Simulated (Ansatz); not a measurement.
Ti (diamond, space group No. 227) at seven volumes, DFT-r²SCAN in the program Ansatz with PAW potentials, scaled uniformly. One row is withheld.

| V (Å³/atom) | P (GPa) |
|---|---|
| 26.057 | 3.31 |
| 26.916 | 2.17 |
| 27.775 | 1.06 |
| 28.634 | 0.01 |
| 29.493 | -0.96 |
| 30.352 | -1.84 |
| 31.211 | ? |

### Question
Fit the shown pressures and predict the withheld one.

### Answer
P = (3/2)B₀(x^(7/2) − x^(5/2))[1 + (3/4)(B′ − 4)(x − 1)] with x = (V₀/V)^(2/3). Least squares on the six rows gives V₀ = 28.651 Å³/atom, B₀ = 33.4 GPa, B′ = 1.26. At V = 31.211, x = 0.9445 and P = -2.68 GPa. The run itself gave -2.61 GPa.

Space group Fd-3m (diamond). The start of the workflow was typed in or built on a structure type; neither database checked (COD, Materials Project) lists it. It is not the phase usual at ambient conditions (space group No. 194). The cell was relaxed with r²SCAN under the symmetry of its start; its stability against distortions is not shown here. The final state is ferromagnetic, chosen from 4 collinear starts compared on coarse meshes (ties went to the first, and starts can fall back to one state), not a proven ground state. Other orbital occupations within this spin state were not tried.

Potentials: the earlier of the program's two PAW sets.
